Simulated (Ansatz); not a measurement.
Input:

Nb3Au2:
```
CELL_PARAMETERS angstrom
     -1.68742     1.68742     7.57446
      1.68742    -1.68742     7.57446
      1.68742     1.68742    -7.57446
ATOMIC_POSITIONS crystal
  Nb 0.39983 0.39983 0.00000
  Nb 0.60017 0.60017 0.00000
  Au 0.19967 0.19967 0.00000
  Au 0.80033 0.80033 0.00000
  Nb 0.00000 0.00000 0.00000
```

This is the PBEsol-relaxed structure.

Question: All from DFT-PBEsol in the program Ansatz with PAW potentials, unless another level is named. Give the formation energy from the elements (no fitted shifts).

Answer: -0.19 eV/atom.

Question: Give the density of states at the Fermi level.

Answer: 0.70 states/eV per atom (mean over ±0.08 eV).

Space group I4/mmm. The workflow started from an entry of the Crystallography Open Database (COD). Its standing as an ambient phase is unchecked. Symmetry was held in the PBEsol relaxation; its stability against distortions is not shown here. No spin polarisation was allowed. The references are the lowest solids computed at this level, not always the standard phases. Scalar-relativistic: spin–orbit coupling is off unless named, which matters more the heavier the elements.

Potentials: the later of the program's two PAW sets.
